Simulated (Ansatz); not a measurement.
**Run record: VCr2C2**

We look at VCr2C2: an experimental structure (space group Cmcm), with 10 atoms per cell. Sizeable forces remain on the atoms, so the positions aren't those of the computed minimum. The computed pressure is over 10 GPa in size, so the cell is far from the computed equilibrium volume. Source: COD entry 1530865; it may be a high-temperature, high-pressure or metastable form.

Theory: Ansatz development build ahead of 0.2.0, DFT, PBEsol, PAW, plane waves, scalar-relativistic.

The input:

```yaml
crystal:
  lattice:
    - [1.427, -4.642, 0.0]
    - [1.427, 4.642, 0.0]
    - [0.0, 0.0, 6.999]
  atoms:
    - { symbol: Cr, position: [0.858, 0.142, 0.569], spin: 3.0, spin_axis: [3.0, 0.0, 0.0] }
    - { symbol: Cr, position: [0.142, 0.858, 0.069], spin: 3.0, spin_axis: [-0.632, -2.933, 0.0] }
    - { symbol: Cr, position: [0.142, 0.858, 0.431], spin: 3.0, spin_axis: [-0.632, -2.933, 0.0] }
    - { symbol: Cr, position: [0.858, 0.142, 0.931], spin: 3.0, spin_axis: [3.0, 0.0, 0.0] }
    - { symbol: V, position: [0.594, 0.406, 0.75], spin: 2.0, spin_axis: [-0.178, 1.992, 0.0] }
    - { symbol: V, position: [0.406, 0.594, 0.25], spin: 2.0, spin_axis: [-1.91, 0.594, 0.0] }
    - { symbol: C, position: [0.245, 0.755, 0.75] }
    - { symbol: C, position: [0.755, 0.245, 0.25] }
    - { symbol: C, position: [0.5, 0.5, 0.5] }
    - { symbol: C, position: [0.5, 0.5, 0.0] }
hamiltonian:
  xc: pbesol
  pseudopotentials: { kind: paw }
  noncollinear_xc: multicollinear
basis:
  ecutwfc: 420
kpoints:
  mp_grid: { grid: [3, 3, 2] }
scf:
  occupations: { method: fermi_dirac, width: 0.05 }
  lower_state_search: "off"
  max_iter: 150
output:
  forces: true
  stress: true
magnetization:
  noncollinear: true
```

Command:
```sh
ansatz run input.yaml --threads 4 --pin off --max-ram 9216MiB --backend cpu --events-out ev --progress --plain --runs-dir out
```

Output (shortened):

```
Pseudopotentials: kind: paw
Pseudopotential: Cr, paw, valence charge 14, recommended cutoff 420 eV (normal), Cr.paw.azcp
Pseudopotential: V, paw, valence charge 13, recommended cutoff 420 eV (normal), V.paw.azcp
Pseudopotential: C, paw, valence charge 4, recommended cutoff 420 eV (normal), C.paw.azcp
Functional definition: PBEsol
Crystal: 10 atoms, lattice volume = 92.725 Å³
Basis set: ecut = 420 eV, 1829 PW (Γ), exchange–correlation on 72×72×96 points (8 copies of the dense FFT grid, shifted against one another)
Bands: 118, of which v1, the nominal top of the filled ones, is band 98 counted from 1 (97 counted from 0)
Symmetry: 4 space group operations + 4 with time reversal
Moments: of one size on atoms that these operations exchange, one fixing the others by the rotation that the starting moments gave each, and all in one plane where the starting moments lie in one or along one axis (crystal.symmetry.detect: false holds none)
k-points: 8 of 18 (time reversal used)
Non-local potential: Cr, projectors of the file, l = 0: 3, l = 1: 2, l = 2: 3, l = 3: 1
Non-local potential: V, projectors of the file, l = 0: 3, l = 1: 2, l = 2: 3, l = 3: 1
Non-local potential: C, projectors of the file, l = 0: 2, l = 1: 2, l = 2: 1
PAW frozen core: Cr, regenerated for the run's functional, and the local potential with it (the file was generated under x = pbe(κ = 0.804, μ = 0.2195149727645171), c = pbe(β = 0.06672455060314922))
PAW frozen core: V, regenerated for the run's functional, and the local potential with it (the file was generated under x = pbe(κ = 0.804, μ = 0.2195149727645171), c = pbe(β = 0.06672455060314922))
PAW frozen core: C, regenerated for the run's functional, and the local potential with it (the file was generated under x = pbe(κ = 0.804, μ = 0.2195149727645171), c = pbe(β = 0.06672455060314922))
Initial density: superposition of atomic densities (chi_scale 0.1, normalization cell, long waves kept (reshape's long-wave potential 0.01 eV rms))
Starting moments: Σ|m| = 16 μB on 6 of 10 sites
Initial wavefunctions: pseudopotential atomic-orbital guess
Functional: x = pbesol(κ = 0.804, μ = 0.12345679012345678), c = pbesol(β = 0.046)
SCF iter   1: F=—  HF=-20183.194496 eV  |F-HF|=—  |Δ(HF+E_count)|=         —  Δρ=4.92e-1  dr2=3.47e2  dr2_m=2.59e1  ethr=3.10e-3  |M|=2.00e-1 ∫|m|=5.57e0 μB  |m|>n=0.0e0 m-floor=0.0e0 τ_xc=2.4e-2 mc-row=0.0e0  β_m=0.30  ⟨swp⟩=5.1  Hψ=3150  notcnv=0  defer=5
preconditioner: auto → Kerker (q_TF=auto, 2.754 Å⁻¹)  [metal: Δε(μ)=0.039 eV  Ē_g=7.535 eV  σ=0.050 eV  W_gap=0.19  n_scr=30 (ndim 8)  ℏωp=27.3 eV  f_vac=0.000  D(μ)=6.02/eV (n_scr^D=62)]
spin=Noncollinear: Kerker preconditioning applied to the charge; magnetization (m_x, m_y, m_z) channels mix plain (no charge-response kernel on spin).
SCF iter   2: F=—  HF=-20161.780049 eV  |F-HF|=—  |Δ(HF+E_count)|=    2.14e1  Δρ=2.17e-1  dr2=4.51e1  dr2_m=5.23e0  ethr=3.10e-3  |M|=3.64e0 ∫|m|=7.73e0 μB  |m|>n=0.0e0 m-floor=0.0e0 τ_xc=2.3e-2 mc-row=0.0e0  β_m=0.30  ⟨swp⟩=5.5  Hψ=2720  notcnv=0  defer=41
SCF iter   3: F=—  HF=-20156.477893 eV  |F-HF|=—  |Δ(HF+E_count)|=    5.30e0  Δρ=9.46e-2  dr2=5.53e0  dr2_m=3.72e0  ethr=3.10e-3  |M|=2.59e0 ∫|m|=6.78e0 μB  |m|>n=0.0e0 m-floor=0.0e0 τ_xc=2.9e-2 mc-row=0.0e0  β_m=0.30  ⟨swp⟩=4.2  Hψ=2099  notcnv=0  defer=27
SCF iter   4: F=—  HF=-20156.819136 eV  |F-HF|=—  |Δ(HF+E_count)|=   3.41e-1  Δρ=1.15e-1  dr2=1.69e1  dr2_m=2.27e0  ethr=3.10e-3  |M|=1.79e0 ∫|m|=6.51e0 μB  |m|>n=0.0e0 m-floor=0.0e0 τ_xc=3.4e-2 mc-row=0.0e0  β_m=0.30  ⟨swp⟩=5.1  Hψ=2655  notcnv=0  defer=19
SCF iter   5: F=—  HF=-20155.794767 eV  |F-HF|=—  |Δ(HF+E_count)|=    1.02e0  Δρ=5.98e-2  dr2=4.53e-1  dr2_m=1.48e0  ethr=3.10e-3  |M|=2.20e0 ∫|m|=5.97e0 μB  |m|>n=0.0e0 m-floor=0.0e0 τ_xc=3.3e-2 mc-row=0.0e0  β_m=0.30  ⟨swp⟩=4.9  Hψ=2102  notcnv=0  defer=10
SCF iter   6: F=—  HF=-20155.939810 eV  |F-HF|=—  |Δ(HF+E_count)|=   1.45e-1  Δρ=5.27e-2  dr2=1.39e-1  dr2_m=1.16e0  ethr=4.62e-4  |M|=1.95e0 ∫|m|=5.45e0 μB  |m|>n=0.0e0 m-floor=0.0e0 τ_xc=3.4e-2 mc-row=0.0e0  β_m=0.30  ⟨swp⟩=4.2  Hψ=1963  notcnv=0  defer=11
SCF iter   7: F=—  HF=-20156.068523 eV  |F-HF|=—  |Δ(HF+E_count)|=   1.29e-1  Δρ=4.31e-2  dr2=2.54e-1  dr2_m=7.69e-1  ethr=1.42e-4  |M|=1.90e0 ∫|m|=5.14e0 μB  |m|>n=0.0e0 m-floor=0.0e0 τ_xc=3.3e-2 mc-row=0.0e0  β_m=0.30  ⟨swp⟩=4.8  Hψ=1619  notcnv=0  defer=11
SCF iter   8: F=—  HF=-20156.139507 eV  |F-HF|=—  |Δ(HF+E_count)|=   7.10e-2  Δρ=3.78e-2  dr2=1.06e-2  dr2_m=6.00e-1  ethr=1.42e-4  |M|=1.72e0 ∫|m|=4.77e0 μB  |m|>n=0.0e0 m-floor=0.0e0 τ_xc=3.2e-2 mc-row=0.0e0  β_m=0.30  ⟨swp⟩=4.0  Hψ=1379  notcnv=0  defer=10
Mixer restart at iter 8: flushing history
spin-set hold released at iteration 8 (site moments contracting): the magnetisation degrees of freedom join the quasi-Newton model from the next iteration; the mixer history was flushed
SCF iter   9: F=—  HF=-20156.210363 eV  |F-HF|=—  |Δ(HF+E_count)|=   7.09e-2  Δρ=3.39e-2  dr2=1.61e-2  dr2_m=4.72e-1  ethr=1.08e-5  |M|=1.58e0 ∫|m|=4.44e0 μB  |m|>n=0.0e0 m-floor=0.0e0 τ_xc=3.0e-2 mc-row=0.0e0  β_m=0.46  ⟨swp⟩=5.1  Hψ=1693  notcnv=0  defer=10
[... 6 iterations left out ...]
SCF iter  16: F=—  HF=-20156.597509 eV  |F-HF|=—  |Δ(HF+E_count)|=   2.74e-3  Δρ=1.90e-3  dr2=5.99e-3  dr2_m=7.80e-4  ethr=1.08e-5  |M|=3.35e-2 ∫|m|=7.93e-2 μB  |m|>n=0.0e0 m-floor=0.0e0 τ_xc=1.2e-4 mc-row=0.0e0  β_m=0.80  ⟨swp⟩=4.1  Hψ=1853  notcnv=0  defer=1
SCF iter  17: F=—  HF=-20156.597833 eV  |F-HF|=—  |Δ(HF+E_count)|=   3.24e-4  Δρ=9.61e-4  dr2=8.56e-4  dr2_m=8.73e-5  ethr=6.11e-6  |M|=6.31e-3 ∫|m|=5.00e-2 μB  |m|>n=0.0e0 m-floor=0.0e0 τ_xc=3.9e-5 mc-row=0.0e0  β_m=0.75  ⟨swp⟩=2.6  Hψ=1409  notcnv=0  defer=1
SCF iter  18: F=—  HF=-20156.597814 eV  |F-HF|=—  |Δ(HF+E_count)|=   1.88e-5  Δρ=5.10e-4  dr2=3.37e-4  dr2_m=2.46e-5  ethr=8.73e-7  |M|=6.17e-3 ∫|m|=2.65e-2 μB  |m|>n=0.0e0 m-floor=0.0e0 τ_xc=9.7e-6 mc-row=0.0e0  β_m=0.76  ⟨swp⟩=2.0  Hψ=1376  notcnv=0  defer=1
SCF iter  19: F=—  HF=-20156.597847 eV  |F-HF|=—  |Δ(HF+E_count)|=   3.32e-5  Δρ=7.66e-4  dr2=8.51e-4  dr2_m=1.41e-5  ethr=3.44e-7  |M|=6.56e-3 ∫|m|=2.75e-2 μB  |m|>n=0.0e0 m-floor=0.0e0 τ_xc=6.0e-6 mc-row=0.0e0  β_m=0.64  ⟨swp⟩=2.1  Hψ=1270  notcnv=0  defer=1  recentre
SCF iter  20: F=—  HF=-20156.597828 eV  |F-HF|=—  |Δ(HF+E_count)|=   1.87e-5  Δρ=1.60e-4  dr2=3.47e-5  dr2_m=4.19e-6  ethr=3.44e-7  |M|=4.23e-3 ∫|m|=1.26e-2 μB  |m|>n=0.0e0 m-floor=0.0e0 τ_xc=1.7e-6 mc-row=0.0e0  β_m=0.82  ⟨swp⟩=2.0  Hψ=1174  notcnv=0  defer=1
SCF iter  21: F=—  HF=-20156.597875 eV  |F-HF|=—  |Δ(HF+E_count)|=   4.71e-5  Δρ=4.97e-5  dr2=4.06e-7  dr2_m=7.09e-7  ethr=3.54e-8  |M|=2.80e-3 ∫|m|=5.28e-3 μB  |m|>n=0.0e0 m-floor=0.0e0 τ_xc=1.5e-7 mc-row=0.0e0  β_m=0.90  ⟨swp⟩=2.2  Hψ=1270  notcnv=0  defer=1
SCF iter  22: F=—  HF=-20156.597876 eV  |F-HF|=—  |Δ(HF+E_count)|=   7.60e-7  Δρ=6.17e-5  dr2=4.88e-6  dr2_m=3.49e-7  ethr=4.14e-10  |M|=1.95e-3 ∫|m|=4.09e-3 μB  |m|>n=0.0e0 m-floor=0.0e0 τ_xc=4.5e-8 mc-row=0.0e0  β_m=0.90  ⟨swp⟩=3.2  Hψ=1960  notcnv=0  defer=1
SCF iter  23: F=—  HF=-20156.597876 eV  |F-HF|=—  |Δ(HF+E_count)|=   8.51e-8  Δρ=4.39e-5  dr2=2.52e-6  dr2_m=1.30e-7  ethr=4.14e-10  |M|=7.65e-4 ∫|m|=2.69e-3 μB  |m|>n=0.0e0 m-floor=0.0e0 τ_xc=2.0e-8 mc-row=0.0e0  β_m=0.84  ⟨swp⟩=3.2  Hψ=1895  notcnv=0  defer=1
SCF iter  24: F=—  HF=-20156.597876 eV  |F-HF|=—  |Δ(HF+E_count)|=   1.07e-7  Δρ=4.27e-5  dr2=2.82e-6  dr2_m=5.98e-8  ethr=4.14e-10  |M|=4.65e-4 ∫|m|=1.95e-3 μB  |m|>n=0.0e0 m-floor=0.0e0 τ_xc=1.0e-8 mc-row=0.0e0  β_m=0.65  ⟨swp⟩=3.2  Hψ=1885  notcnv=0  defer=1
SCF iter  25: F=—  HF=-20156.597876 eV  |F-HF|=—  |Δ(HF+E_count)|=   1.32e-7  Δρ=1.77e-5  dr2=3.18e-7  dr2_m=3.77e-8  ethr=4.14e-10  |M|=4.68e-4 ∫|m|=1.52e-3 μB  |m|>n=0.0e0 m-floor=0.0e0 τ_xc=1.3e-8 mc-row=0.0e0  β_m=0.61  ⟨swp⟩=2.4  Hψ=1470  notcnv=0  defer=1
iter 26 did not close the SCF: its close was put off for a magnetic moment that had not settled (scf_convergence_deferred on its scf_iter line)
SCF iter  26: F=-20156.597876 eV  HF=-20156.597876 eV  |F-HF|=3.75e-8  |Δ(HF+E_count)|=   1.69e-8  Δρ=7.68e-6  dr2=4.36e-8  dr2_m=1.99e-8  ethr=1.02e-10  |M|=3.33e-4 ∫|m|=1.08e-3 μB  |m|>n=0.0e0 m-floor=0.0e0 τ_xc=1.2e-9 mc-row=0.0e0  β_m=0.70  ⟨swp⟩=9.1  Hψ=3883  notcnv=0
iter 27 did not close the SCF: its close was put off for a magnetic moment that had not settled (scf_convergence_deferred on its scf_iter line)
SCF iter  27: F=-20156.597876 eV  HF=-20156.597876 eV  |F-HF|=8.42e-9  |Δ(HF+E_count)|=   1.02e-8  Δρ=5.32e-6  dr2=1.08e-8  dr2_m=8.72e-9  ethr=4.45e-11  |M|=3.30e-4 ∫|m|=6.35e-4 μB  |m|>n=0.0e0 m-floor=0.0e0 τ_xc=2.3e-10 mc-row=0.0e0  β_m=0.85  ⟨swp⟩=1.6  Hψ=2404  notcnv=0
iter 28 did not close the SCF: its close was put off for a magnetic moment that had not settled (scf_convergence_deferred on its scf_iter line)
SCF iter  28: F=-20156.597876 eV  HF=-20156.597876 eV  |F-HF|=8.68e-8  |Δ(HF+E_count)|=   9.80e-9  Δρ=7.87e-6  dr2=8.95e-8  dr2_m=2.58e-9  ethr=1.10e-11  |M|=1.83e-4 ∫|m|=3.33e-4 μB  |m|>n=0.0e0 m-floor=0.0e0 τ_xc=9.9e-11 mc-row=0.0e0  β_m=0.81  ⟨swp⟩=1.2  Hψ=2898  notcnv=0  recentre
iter 29 did not close the SCF: its close was put off for a magnetic moment that had not settled (scf_convergence_deferred on its scf_iter line)
SCF iter  29: F=-20156.597876 eV  HF=-20156.597876 eV  |F-HF|=4.34e-8  |Δ(HF+E_count)|=   1.49e-9  Δρ=5.62e-6  dr2=4.49e-8  dr2_m=2.46e-9  ethr=1.10e-11  |M|=1.86e-4 ∫|m|=3.19e-4 μB  |m|>n=0.0e0 m-floor=0.0e0 τ_xc=2.8e-11 mc-row=0.0e0  β_m=0.77  ⟨swp⟩=1.0  Hψ=2456  notcnv=0
iter 30 did not close the SCF: its close was put off for a magnetic moment that had not settled (scf_convergence_deferred on its scf_iter line)
SCF iter  30: F=-20156.597876 eV  HF=-20156.597876 eV  |F-HF|=9.02e-10  |Δ(HF+E_count)|=  5.89e-10  Δρ=1.02e-6  dr2=1.00e-9  dr2_m=2.66e-10  ethr=1.10e-11  |M|=4.86e-5 ∫|m|=1.06e-4 μB  |m|>n=0.0e0 m-floor=0.0e0 τ_xc=1.5e-11 mc-row=0.0e0  β_m=0.83  ⟨swp⟩=1.1  Hψ=2302  notcnv=0
SCF iter  31: F=-20156.597876 eV  HF=-20156.597876 eV  |F-HF|=5.06e-10  |Δ(HF+E_count)|=  1.60e-10  Δρ=6.47e-7  dr2=5.31e-10  dr2_m=4.74e-11  ethr=1.02e-12  |M|=1.02e-5 ∫|m|=4.58e-5 μB  |m|>n=0.0e0 m-floor=0.0e0 τ_xc=2.7e-12 mc-row=0.0e0  ⟨swp⟩=1.0  Hψ=2303  notcnv=0
WARN: the starting moments were not kept: the SCF closed with an absolute magnetisation of 4.5e-5 μB, where they sum to 16 μB in size (6 sites). That is at most 0.1 of that sum. Measured as dr2_m measures the in/out step, that magnetisation stands 3.7e-10 eV from none, at or under the dr2_threshold of 1.0e-7 eV: it is no larger than a step whose dr2_m would equal this threshold. The system may hold no moment; this SCF shows only that its start led to no more than that. [...]
SCF 1 converged in 31 iterations: F = -20156.597876 eV  dr2 = 5.31e-10
  greatest PAW one-centre occupation: 1.000 electrons in one spin orbital (limit 2), on the Cr atom at site 3 (counted from 0), in its partial waves of l = 0
SCF converged after 31 iterations
Magnetization: |M| = 0.0000 μB,  M = (-0.0000, +0.0000, -0.0000) μB
Absolute magnetization: 0.0000 μB (∫|m|, with the PAW one-centre terms)
  site 0: m = (+0.0000, +0.0000, -0.0000) μB, |m| = 0.0000 μB  (R = 0.83 Å)
  site 1: m = (-0.0000, -0.0000, +0.0000) μB, |m| = 0.0000 μB  (R = 0.83 Å)
  site 2: m = (-0.0000, -0.0000, -0.0000) μB, |m| = 0.0000 μB  (R = 0.83 Å)
  site 3: m = (+0.0000, +0.0000, -0.0000) μB, |m| = 0.0000 μB  (R = 0.83 Å)
  site 4: m = (+0.0000, +0.0000, -0.0000) μB, |m| = 0.0000 μB  (R = 0.81 Å)
  site 5: m = (-0.0000, +0.0000, +0.0000) μB, |m| = 0.0000 μB  (R = 0.81 Å)
  site 6: m = (-0.0000, -0.0000, -0.0000) μB, |m| = 0.0000 μB  (R = 0.83 Å)
  site 7: m = (+0.0000, -0.0000, -0.0000) μB, |m| = 0.0000 μB  (R = 0.83 Å)
  site 8: m = (-0.0000, -0.0000, -0.0000) μB, |m| = 0.0000 μB  (R = 0.81 Å)
  site 9: m = (-0.0000, -0.0000, +0.0000) μB, |m| = 0.0000 μB  (R = 0.81 Å)
Free energy (F): -20156.597876 eV
Harris-Foulkes:  -20156.597876 eV  (|F-HF|=5.06e-10)
Internal energy: -20156.531780 eV  (E = F + TS)
E sigma→0 (E₀):  -20156.564828 eV
Entropy (-TS):   -0.066096 eV (-6.610 meV/atom)
Fermi energy:    18.145137 eV
--- Per-component energies (eV) ---
  E_band       = -789.474656
  E_kinetic    = 2407.927969
  E_local      = -6989.744842  (includes V_loc(G=0)·N_el)
  E_nonlocal   = 333.231583
  E_hartree    = 3058.420252
  E_xc         = -1011.286320
  E_vxc        = -1286.904320  (∫ρ·V_xc dr)
  E_paw        = -7218.549165  (= ΣΔE_a)
  E_vpaw       = -1370.828022  (= ΣTr[D̂ρ^β])
  E_aug_tail   = 0.001962  (compensation charges beyond the density's cutoff)
  E_ewald      = -10737.556979
  E_core_change = 1.023758  (= ΣΔE_core)
  E_smearing   = -0.066096  (= −TS)
  E_closure    = -0.000000  (closes the sum)
  Σ components = -20156.597876   (vs F -20156.597876, Δ=0.00e0)
--- Forces (eV/Å), atoms counted from 1 ---
  atom   1  Cr     0.00000000    -0.11315449    -0.01665434
  atom   2  Cr     0.00000000     0.11315447    -0.01665991
  atom   3  Cr     0.00000000     0.11315447     0.01665991
  atom   4  Cr     0.00000000    -0.11315449     0.01665434
  atom   5  V      0.00000000    -0.18447418     0.00000000
  atom   6  V      0.00000000     0.18447393     0.00000000
  atom   7  C      0.00000000    -0.54838632     0.00000000
  atom   8  C      0.00000000     0.54838807     0.00000000
  atom   9  C      0.00000000     0.00000096    -0.00000121
  atom  10  C      0.00000000     0.00000096     0.00000121
  max |Σ_I F_I| component: 3.38e-6 eV/Å
--- Stress (GPa, compression-positive) ---
      -10.406683       0.000000       0.000000
        0.000000     -14.382617       0.000000
        0.000000       0.000000      -5.335136
  P = ⅓ Tr σ = -10.0415 GPa (-100.415 kbar)
```

The mesh is coarse, so energy differences (and at times their sign) aren't converged. The program warns that the starting moments weren't kept.

The run took 34 s on 4 threads of Intel(R) Xeon(R) Platinum 8375C CPU @ 2.90GHz (Ice Lake), on a shared host, peak memory 0.88 GiB.
